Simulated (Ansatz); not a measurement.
## Settings and field gradients in GaSb with arsenic replacing Sb

Cell: a supercell of GaSb (zinc blende type, F-43m) built from an entry of the Crystallography Open Database (COD) (the entry's cell lengths or inner coordinates differ somewhat from later room-temperature determinations), with all atoms left at the host's positions.

```cif
data_Ga27Sb26As
_symmetry_space_group_name_H-M 'F-43m'
_symmetry_Int_Tables_number 216
_cell_length_a 18.3540
_cell_length_b 18.3540
_cell_length_c 18.3540
_cell_angle_alpha 90.000
_cell_angle_beta 90.000
_cell_angle_gamma 90.000
loop_
_atom_site_label
_atom_site_type_symbol
_atom_site_symmetry_multiplicity
_atom_site_Wyckoff_symbol
_atom_site_fract_x
_atom_site_fract_y
_atom_site_fract_z
Ga1 Ga 16 e 0.4167 0.0833 0.4167
Ga3 Ga 24 g 0.7500 0.0833 0.7500
Ga5 Ga 48 h 0.7500 0.9167 0.5833
Ga14 Ga 4 d 0.7500 0.7500 0.7500
Ga18 Ga 16 e 0.0833 0.5833 0.9167
As As 4 a 0.5000 0.0000 0.5000
Sb29 Sb 48 h 0.6667 0.0000 0.6667
Sb32 Sb 16 e 0.8333 0.8333 0.6667
Sb36 Sb 16 e 0.1667 0.6667 0.8333
Sb42 Sb 24 f 0.0000 0.6667 0.0000
```

One atom of each set is listed; the run and its k-mesh use a cell of 54 atoms with edges of 12.98, 12.98, 12.98 Å.

Reference run. Method: Kohn–Sham DFT in Ansatz, PBE, plane waves and PAW, scalar-relativistic, 420 eV cutoff, Γ-centred 2×2×2 k-points, Fermi–Dirac smearing 0.01 eV.

It gives V_zz (10²¹ V/m²) Ga1 2.29 (η 0.00), Sb29 0.50 (η 0.66), among others. Each of these runs changes the input as listed (caps on SCF iterations aside):

A. scf.mixing.algorithm: not typed → msr1; scf.mixing.beta: not typed → 0.5; scf.mixing.ndim: not typed → 4; scf.n_extra_bands: not typed → 4
B. total_charge: not typed → -6

Task: Which of these changes matter for the gradients?

Result: 

```
run  Ga1 V_zz (η)  Sb29 V_zz (η)  largest change of a gradient tensor, all atoms                                                                                                  note
  A   2.29 (0.00)    0.50 (0.66)                                            0.00                                                                                             converged
  B   1.86 (0.00)   -0.43 (0.83)                                            0.43  converged; cell charge -6 on a uniform background; on Sb29 the largest value lies along another axis
```

Run B moves them most, on Ga1 (V_zz from 2.29 to 1.86); against its own size the tensor moves most on Sb29 among sites above 0.3 (by 0.12, V_zz from 0.50 to -0.43, along another axis). Run B holds a charge that the system can't hold, so its numbers aren't properties of the crystal.

On the reference run: The run isn't spin-polarised, and a state with spin may lie lower. The defect repeats with the cell of 54 atoms, so it feels its images: sites between two images don't show the values beside a lone defect, and zeros or small values of η there can come from the images' arrangement. The defect cell has no gap above 0.1 eV on its mesh, so the values can hang on the smearing and the k-mesh. Without spin–orbit coupling (the program notes it for Sb) the gradients can shift by some per cent, and by up to a factor of two as the program warns, since there is no gap. The neighbours have not yet relaxed around the defect (largest force 0.86 eV/Å), and relaxing can change the values around it severalfold.
